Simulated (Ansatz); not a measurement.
CoLi₂Nb₄O₁₂:
```
CoLi2Nb4O12
1.0
   -5.16491     0.00000     0.00000
   -2.58295     2.10817     8.51814
   -2.57362     4.88474     0.00000
Co Li Nb O
1 2 4 12
Direct
  0.18165   0.60313   0.03876
  0.66994   0.11432   0.54249
  0.91835   0.36120   0.80497
  0.74938   0.76129   0.74631
  0.24708   0.24139   0.25978
  0.50709   0.50336   0.49857
  0.99552   0.99839   0.99983
  0.15432   0.68365   0.63615
  0.66184   0.19202   0.11451
  0.64014   0.57182   0.74860
  0.13884   0.07864   0.22626
  0.77849   0.94858   0.85034
  0.27534   0.45026   0.36335
  0.74517   0.88921   0.41169
  0.21799   0.39185   0.93035
  0.73819   0.63275   0.16871
  0.22005   0.14036   0.67016
  0.28381   0.81475   0.97583
  0.78624   0.31990   0.49762
```
Starting moments (μB, in the order of the atoms Co Li Li Nb Nb Nb Nb O O O O O O O O O O O O): 2.6 0.0 0.0 0.0 0.0 0.0 0.0 0.0 0.0 0.0 0.0 0.0 0.0 0.0 0.0 0.0 0.0 0.0 0.0.

Relaxed with r²SCAN. Special points in fractions of this cell's reciprocal vectors: Γ (0.000, 0.000, 0.000); X (0.500, 0.000, 0.000); Y (0.000, 0.500, 0.000); Z (0.000, 0.000, 0.500); R (0.500, 0.500, 0.500); T (0.000, 0.500, 0.500); U (0.500, 0.000, 0.500); V (0.500, 0.500, 0.000).

**Question.** List the band energies nearest the valence-band maximum at these points for r²SCAN (plane waves, PAW; program Ansatz).

**Answer.** In eV from the valence-band maximum; about four levels below and three above (degenerate sets whole), none deeper than 8.9 eV; points with the same levels are listed once.

| k | below | above |
|---|---|---|
| Γ ↑ | -1.45 -1.39 -0.76 -0.68 | 1.97 2.06 2.18 |
| X ↑ | -1.63 -1.34 -0.99 -0.79 | 1.91 2.24 2.39 |
| Y ↑ | -1.44 -1.35 -0.73 -0.71 | 2.00 2.04 2.19 |
| Z ↑ | -1.55 -1.39 -1.06 -0.89 | 2.26 2.53 2.69 |
| R ↑ | -1.52 -1.44 -0.96 -0.74 | 1.94 2.25 2.49 |
| T ↑ | -1.56 -1.39 -1.04 -0.80 | 2.05 2.58 2.87 |
| U ↑ | -1.52 -1.44 -0.98 -0.71 | 2.04 2.36 2.49 |
| V ↑ | -1.66 -1.35 -0.94 -0.74 | 2.02 2.36 2.42 |
| Γ ↓ | -2.03 -2.00 -0.08 -0.03 | 1.56 1.95 2.01 |
| X ↓ | -2.15 -2.03 -0.19 -0.01 | 1.64 1.89 2.21 |
| Y ↓ | -2.09 -1.98 -0.07 -0.01 | 1.47 2.02 2.06 |
| Z ↓ | -2.22 -2.04 -0.14 -0.03 | 1.82 2.22 2.36 |
| R ↓ | -2.13 -2.04 -0.12 -0.06 | 1.59 1.88 2.19 |
| T ↓ | -2.27 -2.11 -0.15 -0.03 | 1.72 2.12 2.45 |
| U ↓ | -2.14 -2.07 -0.12 -0.05 | 1.63 2.04 2.34 |
| V ↓ | -2.10 -2.07 -0.21 0.00 | 1.64 2.00 2.38 |

Space group P1. The start of the workflow was typed in or built on a structure type; neither database checked (COD, Materials Project) lists it. Whether it is the stable phase at ambient conditions was not checked. Symmetry was held in the r²SCAN relaxation; its stability against distortions is not shown here. Magnetic state: ferromagnetic, the only order run, not a proven ground state. Other orbital occupations within this spin state were not tried. No Hubbard U is applied. Spin–orbit coupling is left out wherever it is not named.

Potentials: the later of the program's two PAW sets.
